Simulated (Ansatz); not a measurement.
**How much do the gradients of Si₂W depend on the method?**

Cell: a structure deposited in the COD whose atoms were relaxed with PBE, the cell held.

```
Si W
1.0
    -1.60690    1.60690    3.91495
     1.60690   -1.60690    3.91495
     1.60690    1.60690   -3.91495
Si W
2 1
Direct
  0.33439 0.33439 0.00000
  0.66561 0.66561 0.00000
  0.00000 0.00000 0.00000
```

Sites (sets of like atoms) are named by element and the number of their first atom in this list.

First run. The numbers come from a DFT calculation in Ansatz (PBE, plane waves and PAW, scalar-relativistic, 420 eV cutoff, Γ-centred 20×20×20 k-points, Fermi–Dirac smearing 0.05 eV).

```json
{"site": "Si", "atom": "1", "V_zz (10²¹ V/m²)": "-0.94", "η": "0.00"}
{"site": "W", "atom": "3", "V_zz (10²¹ V/m²)": "-16.71", "η": "0.00"}
```

Second run. The same atoms and settings, except that the functional is r2SCAN and the cutoff is 500 eV.

(1) Given the first result, estimate the second.

## Answers

(1) 

| site | atom | V_zz | η | change of V_zz |
| --- | --- | --- | --- | --- |
| Si | 1 | -0.96 | 0.00 | -0.02 |
| W | 3 | -16.93 | 0.00 | -0.22 |

The largest change of V_zz is on W, from -16.71 to -16.93. In per cent, |V_zz| changes by +1 on W (all sites that start above 2).

With no gap above 0.1 eV, as in a metal, the gradients converge slowly in k; expect changes of a tenth or more on a denser mesh. Without spin–orbit coupling the gradients at and beside W can be off by some per cent, at some sites by more.
